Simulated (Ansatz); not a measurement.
The relaxed structure here is a generated cell of AlRu: the first start was made by placing the elements on the sites of a structure type, and the end was not matched to a known phase here, so it may be hypothetical.

One stationary structure of AlRu. Space group R3m (No. 160). Computed with r2SCAN (plane waves to 500 eV, PAW, scalar-relativistic; Ansatz, a program for electronic structure).

Space group R3m, hexagonal axes (No. 160); a = 4.153 Å, b = 4.153 Å, c = 19.062 Å, α = 90.00°, β = 90.00°, γ = 120.00°

```
atom  site  symmetry       x       y       z
----  ----  --------  ------  ------  ------
Ru      3a        3m  0.0000  0.0000  0.0343
Ru      3a        3m  0.0000  0.0000  0.7554
Ru      3a        3m  0.0000  0.0000  0.2851
Al      3a        3m  0.0000  0.0000  0.8914
Al      3a        3m  0.0000  0.0000  0.6256
Al      3a        3m  0.0000  0.0000  0.1583
```
(The calculation used a cell of 6 atoms; values per cell refer to that cell.)

| Property | Result |
|---|---|
| Volume per atom | 15.82 Å³ |
| Band gap | zero (metallic) |
| Shortest distances | Al–Ru 2.36 Å; Ru–Ru 2.61 Å; Al–Al 2.71 Å |
| k-mesh | 13×13×13 |

Band energies at high-symmetry points (eV from the Fermi level; labels of this space group; no spin-orbit coupling), from −5 eV up to 3.3 eV:

```csv
point,energies
Γ,-4.69 -4.53 -4.53 -3.80 -3.49 -3.49 -2.82 -2.82 -1.70 -1.35 -1.35 -0.50 -0.50 -0.21 0.56 0.56
T,-4.43 -4.43 -4.25 -3.59 -3.53 -3.53 -2.79 -2.79 -1.86 -1.86 -1.07 0.08 0.08 0.39 0.39 1.27 3.22
H2,-4.51 -4.23 -3.75 -3.32 -3.14 -2.73 -2.32 -2.06 -1.51 -1.37 -1.19 -0.95 -0.82 -0.13 0.30 0.48 1.33 1.80
H0,-4.51 -4.23 -3.75 -3.32 -3.14 -2.73 -2.32 -2.06 -1.51 -1.37 -1.19 -0.95 -0.82 -0.13 0.30 0.48 1.33 1.80
L,-4.37 -3.77 -3.44 -3.28 -3.11 -2.83 -2.52 -2.49 -1.66 -1.60 -1.12 -0.95 -0.22 0.13 0.45 0.74 1.55 1.80
S0,-4.59 -4.10 -3.86 -3.31 -3.15 -2.82 -2.37 -1.96 -1.45 -1.34 -1.21 -0.95 -0.86 -0.13 0.41 0.50 1.22 1.70 3.34
S2,-4.59 -4.10 -3.86 -3.31 -3.15 -2.82 -2.37 -1.96 -1.45 -1.34 -1.21 -0.95 -0.86 -0.13 0.41 0.50 1.22 1.70 3.34
F,-3.36 -3.20 -3.02 -2.85 -2.58 -2.40 -2.34 -1.70 -1.58 -1.48 -0.97 -0.71 -0.17 -0.04 0.95 1.27 2.24
```

No spin polarisation in the result.

The run could not lose the symmetry of its start: the end is stationary, and may be a saddle point rather than a minimum.
